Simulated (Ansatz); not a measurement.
CF2 on a (100) slab of Si3N4 (P6_3/m (No. 176)), 10 planes, outer planes Si (top) and Si (bottom), its top face closed with OH (H on the anions), its bottom face closed with OH (H on the anions), 1 a cell of 44.4 Å², relaxed and still whole (its atoms last):

```xyz
43
Lattice="5.8226 0.0000 0.0000 0.0000 7.6192 0.0000 0.0000 0.0000 28.6710" Properties=species:S:1:pos:R:3 pbc="T T T"
Si    2.1835    4.0309   10.2577
Si    5.0948    4.0309   10.2577
N     0.7278    0.0000   10.7388
N     3.6391    0.0000   10.7388
N     0.7278    4.8389   10.7612
N     3.6391    4.8389   10.7612
N     2.1835    2.4388   10.9584
N     5.0948    2.4388   10.9584
Si    0.7278    1.5988   11.4064
Si    3.6391    1.5988   11.4064
Si    0.7278    6.2417   11.7896
Si    3.6391    6.2417   11.7896
N     2.1835    6.2097   12.7411
N     5.0948    6.2097   12.7411
N     0.7003    1.4488   13.1398
N     3.6186    1.4522   13.1402
Si    2.1616    1.3763   14.0888
Si    5.0739    1.3847   14.1021
Si    2.1769    5.9990   14.4743
Si    5.0890    6.0028   14.4717
N     0.7175    5.1594   14.9408
N     3.6352    5.1565   14.9413
N     2.1653    2.7528   15.1533
N     5.0810    2.7571   15.1931
N     2.1779   -0.0213   15.0862
N     5.0870   -0.0182   15.0904
Si    0.7231    3.5700   15.6400
Si    3.6191    3.5630   15.6214
O     2.1018    3.9384    8.6004
O     5.0127    3.9397    8.6002
H     2.9763    3.8530    8.1723
H     5.8869    3.8531    8.1718
H     1.3527    7.5064    9.9419
H     4.2619    7.5065    9.9404
H     2.0465    0.1267   16.0819
H     4.9340    0.1195   16.0846
O     0.8798    3.6960   17.2848
O     3.5603    3.6767   17.2963
H     0.2188    4.2791   17.7738
H     2.6039    3.7115   17.5795
C     4.6603    5.1863   18.5266
F     4.0668    4.8472   19.6513
F     4.0197    6.2730   18.1061
```

All numbers below come from DFT PBE+D3(BJ), scalar-relativistic, plane waves, PAW (Ansatz 0.2.0). Cutoff 420 eV; k points 3×2×1 on the computed 43-atom cell (Γ-centred); Gaussian smearing, width 0.05 eV; no spin polarisation. A dipole correction removes the field between periodic images along c.

It binds with 0.43 eV a molecule against the clean slab and the free molecule (no zero-point or thermal terms); its shortest contact is C–H 1.82 Å. Take first-order desorption with no barrier to adsorption, no reaction on the face and an assumed prefactor of 10^13 s⁻¹.

Task: How long does a molecule stay at 473 K?

Result: τ = ν⁻¹·exp(E/k_BT) with k_BT = 0.0408 eV: E/k_BT = 10.5, so τ ≈ 4×10^-9 s. At about one hit a site a second (10⁻⁶ mbar) the coverage is near τ × 1 s⁻¹, so a layer needs roughly 3×10^2 mbar.

Task: Where does its peak lie in a desorption experiment heated at 2 K/s?

Result: The peak obeys E/(k_B·T_p²) = (ν/β)·exp(−E/k_BT_p). Solving gives T_p ≈ 162 K (E/k_BT_p = 30.9). An error of 0.1 eV in E moves it by about 38 K, and larger molecules have larger prefactors, which lowers it.

Task: Is this physisorption or chemisorption?

Result: The tightest contact, C–O 2.24 Å, is 1.58 times the sum of covalent radii, and deformation and lateral interaction add up to +0.12 eV; about 0.05 e cross the plane between them. This is physisorption.